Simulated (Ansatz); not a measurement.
An Ansatz (a program for electronic structure) run. Input:

Ansatz 0.2 input:
```yaml
crystal:
  lattice:
    - [4.648227968, 0.0, 0.0]
    - [0.0, 3.4990992562, 0.0]
    - [0.0, 0.0, 4.8932156186]
  atoms:
    - { symbol: Ta, position: [0.25, 0.0, 0.80614402] }
    - { symbol: Ta, position: [0.75, 0.0, 0.19385598] }
    - { symbol: Zr, position: [0.25, 0.5, 0.276398732] }
    - { symbol: Zr, position: [0.75, 0.5, 0.723601268] }
kpoints:
  mp_grid: { grid: [7, 9, 6] }
  band_path:
    path:
      - [[0.0, 0.0, 0.0], [0.5, 0.0, 0.0], [0.5, 0.5, 0.0], [0.0, 0.5, 0.0], [0.0, 0.0, 0.0], [0.0, 0.0, 0.5], [0.5, 0.0, 0.5], [0.5, 0.5, 0.5], [0.0, 0.5, 0.5], [0.0, 0.0, 0.5]]  # Γ-X-S-Y-Γ-Z-U-R-T-Z
      - [[0.5, 0.0, 0.0], [0.5, 0.0, 0.5]]  # X-U
      - [[0.0, 0.5, 0.0], [0.0, 0.5, 0.5]]  # Y-T
      - [[0.5, 0.5, 0.0], [0.5, 0.5, 0.5]]  # S-R
    npoints: 6
basis: { xc_grid: 2 }
hamiltonian:
  xc: pbesol
  pseudopotentials: { kind: paw }
magnetization: { noncollinear: true, spin_orbit: true }
scf:
  n_extra_bands: 12
  convergence: { dr2_threshold: 0.0000000001 }
  occupations: { method: gaussian, width: 0.05 }
output: { eigenvalues: true }
```

Output (shortened):

```
Pseudopotential: Ta, paw_fr, valence charge 13
Pseudopotential: Zr, paw_fr, valence charge 12
Functional definition: PBEsol
non-collinear run that drives no moment, with spin-orbit …
Crystal: 4 atoms, lattice volume = 79.586 Å³
Basis set: ecut = 420 eV, 1565 PW (Γ), exchange–correlation on 64×48×72 points (8 copies of the dense FFT grid, shifted against one another)
Bands: 62, of which v1, the nominal top of the filled ones, is band 50 counted from 1 (49 counted from 0)
Symmetry: 8 space group operations + 8 with time reversal
k-points: 80 of 378
Projection manifold: j_resolved (fully-relativistic pseudo-atomic orbitals)
SCF iter   1: F=—  HF=-27916.249416 eV  |F-HF|=—  |Δ(HF+E_count)|=         —  Δρ=4.26e-2  dr2=2.19e0  dr2_m=0.00e0 (ungated)  ethr=3.10e-3  |M|=0.00e0 ∫|m|=0.00e0 μB  |m|>n=0.0e0 m-floor=0.0e0 τ_xc=0.0e0  β_m=0.30  ⟨swp⟩=5.2  Hψ=11909  notcnv=0  defer=18
preconditioner: auto → Kerker (q_TF=auto, 2.525 Å⁻¹)
spin=Noncollinear: Kerker preconditioning applied to the charge; magnetization (m_x, m_y, m_z) channels mix plain (no charge-response kernel on spin).
SCF iter   2: F=—  HF=-27915.880270 eV  |F-HF|=—  |Δ(HF+E_count)|=   3.69e-1  Δρ=2.98e-2  dr2=1.01e0  dr2_m=0.00e0 (ungated)  ethr=3.10e-3  |M|=0.00e0 ∫|m|=0.00e0 μB  |m|>n=0.0e0 m-floor=0.0e0 τ_xc=0.0e0  β_m=0.60  ⟨swp⟩=1.9  Hψ=3045  notcnv=0  defer=266
SCF iter   3: F=—  HF=-27915.575348 eV  |F-HF|=—  |Δ(HF+E_count)|=   3.05e-1  Δρ=6.53e-3  dr2=4.49e-2  dr2_m=0.00e0 (ungated)  ethr=2.02e-3  |M|=0.00e0 ∫|m|=0.00e0 μB  |m|>n=0.0e0 m-floor=0.0e0 τ_xc=0.0e0  β_m=0.71  ⟨swp⟩=3.5  Hψ=4019  notcnv=0  defer=420
SCF iter   4: F=—  HF=-27915.564562 eV  |F-HF|=—  |Δ(HF+E_count)|=   1.08e-2  Δρ=1.13e-3  dr2=8.60e-4  dr2_m=0.00e0 (ungated)  ethr=8.98e-5  |M|=0.00e0 ∫|m|=0.00e0 μB  |m|>n=0.0e0 m-floor=0.0e0 τ_xc=0.0e0  β_m=0.86  ⟨swp⟩=2.1  Hψ=3351  notcnv=0  defer=436
SCF iter   5: F=—  HF=-27915.564483 eV  |F-HF|=—  |Δ(HF+E_count)|=   7.87e-5  Δρ=1.66e-4  dr2=2.41e-5  dr2_m=0.00e0 (ungated)  ethr=1.72e-6  |M|=0.00e0 ∫|m|=0.00e0 μB  |m|>n=0.0e0 m-floor=0.0e0 τ_xc=0.0e0  β_m=0.93  ⟨swp⟩=2.2  Hψ=3201  notcnv=0  defer=436
SCF iter   6: F=—  HF=-27915.564479 eV  |F-HF|=—  |Δ(HF+E_count)|=   4.31e-6  Δρ=3.59e-5  dr2=1.45e-6  dr2_m=0.00e0 (ungated)  ethr=4.82e-8  |M|=0.00e0 ∫|m|=0.00e0 μB  |m|>n=0.0e0 m-floor=0.0e0 τ_xc=0.0e0  β_m=0.96  ⟨swp⟩=2.5  Hψ=3581  notcnv=0  defer=436
SCF iter   7: F=—  HF=-27915.564479 eV  |F-HF|=—  |Δ(HF+E_count)|=   2.52e-7  Δρ=6.07e-6  dr2=4.09e-8  dr2_m=0.00e0 (ungated)  ethr=2.89e-9  |M|=0.00e0 ∫|m|=0.00e0 μB  |m|>n=0.0e0 m-floor=0.0e0 τ_xc=0.0e0  β_m=0.98  ⟨swp⟩=2.0  Hψ=3197  notcnv=0  defer=436
SCF iter   8: F=—  HF=-27915.564479 eV  |F-HF|=—  |Δ(HF+E_count)|=   5.80e-9  Δρ=1.20e-6  dr2=1.33e-9  dr2_m=0.00e0 (ungated)  ethr=8.18e-11  |M|=0.00e0 ∫|m|=0.00e0 μB  |m|>n=0.0e0 m-floor=0.0e0 τ_xc=0.0e0  β_m=0.99  ⟨swp⟩=2.2  Hψ=3724  notcnv=0  defer=436
SCF iter   9: F=-27915.564479 eV  HF=-27915.564479 eV  |F-HF|=3.64e-12  |Δ(HF+E_count)|=  2.11e-10  Δρ=1.77e-7  dr2=2.56e-11  dr2_m=0.00e0 (ungated)  ethr=1.00e-12  |M|=0.00e0 ∫|m|=0.00e0 μB  |m|>n=0.0e0 m-floor=0.0e0 τ_xc=0.0e0  ⟨swp⟩=10.3  Hψ=8233  notcnv=0
SCF 1 converged in 9 iterations: F = -27915.564479 eV  dr2 = 2.56e-11
NSCF: frozen V_eff on 76 k-points
SCF converged after 9 iterations
Magnetization: |M| = 0.0000 μB,  M = (+0.0000, +0.0000, +0.0000) μB
Absolute magnetization: 0.0000 μB (∫|m|)
  site 0: m = (+0.0000, +0.0000, +0.0000) μB, |m| = 0.0000 μB  (R = 1.19 Å)
  site 1: m = (+0.0000, +0.0000, +0.0000) μB, |m| = 0.0000 μB  (R = 1.19 Å)
  site 2: m = (+0.0000, +0.0000, +0.0000) μB, |m| = 0.0000 μB  (R = 1.19 Å)
  site 3: m = (+0.0000, +0.0000, +0.0000) μB, |m| = 0.0000 μB  (R = 1.19 Å)
Free energy (F): -27915.564479 eV
Harris-Foulkes:  -27915.564479 eV  (|F-HF|=3.64e-12)
Internal energy: -27915.557166 eV  (E = F + TS)
E sigma→0 (E₀):  -27915.560823 eV
Entropy (-TS):   -0.007312 eV (-1.828 meV/atom)
Fermi energy:    16.514621 eV
--- Per-component energies (eV) ---
  E_band       = -397.100169
  E_kinetic    = 1400.800759
  E_local      = -2367.335914  (includes V_loc(G=0)·N_el)
  E_nonlocal   = 192.989422
  E_hartree    = 778.793034
  E_xc         = -754.561939
  E_vxc        = -788.395816  (∫ρ·V_xc dr)
  E_paw        = -22384.897495  (= ΣΔE_a)
  E_vpaw       = -392.744934  (= ΣTr[D̂ρ^β])
  E_aug_tail   = 0.000316  (compensation charges beyond the density's cutoff)
  E_ewald      = -4782.115016
  E_core_change = 0.769667  (= ΣΔE_core)
  E_smearing   = -0.007312  (= −TS)
  E_closure    =  0.000000  (closes the sum)
  Σ components = -27915.564479   (vs F -27915.564479, Δ=0.00e0)
  [band-id]    e_kinetic+e_local+e_nonlocal+2·e_hartree+e_vxc+e_vpaw+e_augmentation_tail = -397.100099   (vs E_band -397.100169, Δ=6.96e-5)
--- Band table (eV; the first three rows and the last of 80) ---
  k-point 0: bands = ["-50.7187", "-50.7187", "-50.6894", "-50.6894", "-31.4681", "-31.4681", "-31.4041", "-31.4041", "-23.7013", "-23.7013", "-23.6117", "-23.6117", "-15.1643", "-15.1643", "-14.9650", "-14.9650", "-14.9242", "-14.9242", "-14.8146", …
  k-point 1: bands = ["-50.7184", "-50.7184", "-50.6896", "-50.6896", "-31.4658", "-31.4658", "-31.4069", "-31.4069", "-23.6993", "-23.6993", "-23.6126", "-23.6126", "-15.1526", "-15.1526", "-14.9616", "-14.9616", "-14.9231", "-14.9231", "-14.8199", …
  k-point 2: bands = ["-50.7179", "-50.7179", "-50.6901", "-50.6901", "-31.4606", "-31.4606", "-31.4134", "-31.4134", "-23.6952", "-23.6952", "-23.6146", "-23.6146", "-15.1281", "-15.1281", "-14.9538", "-14.9538", "-14.9214", "-14.9214", "-14.8320", …
  k-point 79: bands = ["-50.7037", "-50.7037", "-50.6976", "-50.6976", "-31.4241", "-31.4241", "-31.4160", "-31.4160", "-23.6821", "-23.6821", "-23.6655", "-23.6655", "-15.1591", "-15.1591", "-15.1406", "-15.1406", "-14.8977", "-14.8977", "-14.8617", …
```

Cost: very roughly 110 core-seconds on shared cores.

Space group Pmma. The start of the workflow was typed in or built on a structure type; neither database checked (COD, Materials Project) lists it. Whether it is the stable phase at ambient conditions was not checked. Symmetry was held in the PBEsol relaxation; its stability against distortions is not shown here. No spin polarisation was allowed. Its formation energy is positive at this level, so the cell may be metastable or incomplete.

Potentials: the later of the program's two PAW sets.

Ansatz is a plane-wave DFT program.
